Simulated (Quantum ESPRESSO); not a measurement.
# Band energies of CaCd

```xyz
2
Lattice="3.8093 0.0000 0.0000 0.0000 3.8093 0.0000 0.0000 0.0000 3.8093" Properties=species:S:1:pos:R:3 pbc="T T T"
Ca     0.0000     0.0000     0.0000
Cd     1.9046     1.9046     1.9046
```

LDA (Quantum ESPRESSO, PseudoDojo norm-conserving, 102 Ry, without SOC); path ΓXMΓRX,MR; energies in eV from the Fermi level.

```
k (1/Å)  point  band 11  band 12  band 13  band 14  band 15  band 16  band 17  band 18
-------  -----  -------  -------  -------  -------  -------  -------  -------  -------
0.00         Γ    -8.40    -8.40    -8.40    -6.28     1.48     1.48     4.18     4.18
0.47              -8.44    -8.44    -8.39    -5.33    -0.54     1.62     2.63     2.63
0.82         X    -8.47    -8.42    -8.38    -3.94    -2.67     1.72     2.24     2.24
1.06              -8.47    -8.40    -8.39    -3.82    -2.38     1.81     1.83     2.42
1.65         M    -8.49    -8.49    -8.24    -2.91    -0.39    -0.39     1.17     3.40
2.07              -8.46    -8.45    -8.36    -4.15    -0.32     0.08     2.15     2.94
2.60              -8.41    -8.41    -8.40    -6.08     1.29     1.41     3.11     3.43
2.82         Γ    -8.40    -8.40    -8.40    -6.28     1.48     1.48     4.18     4.18
3.12              -8.42    -8.42    -8.41    -5.88     1.25     1.25     2.50     3.48
3.53              -8.48    -8.44    -8.44    -4.30     0.55     0.55     1.37     2.87
4.04              -8.56    -8.25    -8.25    -1.63    -0.47    -0.47     1.02     3.66
4.24         R    -8.57    -8.23    -8.23    -0.59    -0.59    -0.59    -0.14     4.31
4.54              -8.55    -8.29    -8.25    -2.04    -0.61    -0.25     1.68     3.18
4.92              -8.47    -8.46    -8.34    -3.40    -1.61     1.02     2.25     2.65
5.41         X    -8.47    -8.42    -8.38    -3.94    -2.67     1.72     2.24     2.24
5.41         M    -8.49    -8.49    -8.24    -2.91    -0.39    -0.39     1.17     3.40
5.78              -8.52    -8.40    -8.23    -2.44    -0.47    -0.47     1.95     3.28
6.24         R    -8.57    -8.23    -8.23    -0.59    -0.59    -0.59    -0.14     4.31
```

A metal at this level: along this path bands 15, 16, 17 cross the Fermi level.

Spin-orbit splittings are left out.

Geometry of the Materials Project entry, not relaxed at this level.

The structure is a Materials Project entry; no match was found in the copy of COD used, and its stability was not checked.
